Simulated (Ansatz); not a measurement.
**Question.** Name crystals whose computed values (LDA (plane waves, PAW; program Ansatz)) fall in these windows: B₀ by P(V) fit (GPa) 40 to 53; ε∞ 5.6 to 7.6; HSE06 gap (eV) 2.1 to 2.8.

**Answer.** 

```json
[
 {"crystal": "HgO, P3_221 (Hg on 3a, O on 3b)", "B₀ by P(V) fit (GPa)": "48.6", "ε∞": "6.41", "HSE06 gap (eV)": "2.50"}
]
```
Others may fit too.

Standing as an ambient phase not checked: HgO, P3_221 (Hg on 3a, O on 3b). Weakly bound layers, chains or molecules computed without a dispersion correction, so cells and soft constants are ill determined: HgO, P3_221 (Hg on 3a, O on 3b). The cell was relaxed under the symmetry of its start. Scalar-relativistic: spin–orbit coupling is off unless named, which matters more the heavier the elements.

Potentials: the later of the program's two PAW sets.
